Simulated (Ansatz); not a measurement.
Relaxed C (graphite type, space group P6_3/mmc):

```xyz
4
Lattice="2.4650 0.0000 0.0000 -1.2325 2.1347 0.0000 0.0000 0.0000 6.7289" Properties=species:S:1:pos:R:3 pbc="T T T"
C      0.0000     0.0000     1.6822
C      0.0000     0.0000     5.0466
C      0.0000     1.4232     1.6822
C      1.2325     0.7116     5.0466
```

In each cell atom 1 (C, nearest neighbour C at 1.423 Å; its periodic images, 2.5 Å or more away, move with it) moves by s·(0.000, 0.000, 1.000) (along Cartesian z), the rest being held.

Calculation: PBE-D3(BJ) (plane waves to 420 eV, PAW, scalar-relativistic; Ansatz, a quantum-chemistry and plane-wave program). k mesh 12×12×4 (Γ-centred), Fermi-Dirac smearing 0.05 eV. E stands for the smeared free energy. With partly filled bands, energies and forces of such displacements shift with the k mesh and the smearing. C was relaxed with its symmetry unable to fall. The PAW data are Ansatz's earlier set. ΔE is measured from the undisplaced structure. The last digit holds for this mesh only.

| s (Å) | ΔE (meV/cell) |
|---|---|
| -0.430 | 1563.6 |
| -0.344 | 997.3 |
| -0.258 | withheld |
| -0.172 | 247.4 |
| -0.086 | 61.6 |
| 0.000 | 0.0 |
| 0.086 | 61.6 |
| 0.172 | 247.4 |
| 0.258 | withheld |
| 0.344 | 997.3 |
| 0.430 | 1563.6 |

Problem. Fit an even polynomial form (powers 2, 4, 6) to the given rows and predict ΔE at s = -0.258.

Solution. Least squares on the 9 given rows: ΔE = (8333)·s² + (1043)·s⁴ + (-2017)·s⁶, in meV/cell with s in Å; root-mean-square residual 0.06 meV/cell. At -0.258 the fit gives 558.7 meV/cell; the calculation gives 558.8 meV/cell, so the interpolation is off by -0.1 (-0.0 %). The quadratic term alone would give 554.7 meV/cell.

(A displaced cell: forces are minus the slopes of the energy, force constants its curvatures, and phonons follow from these.)
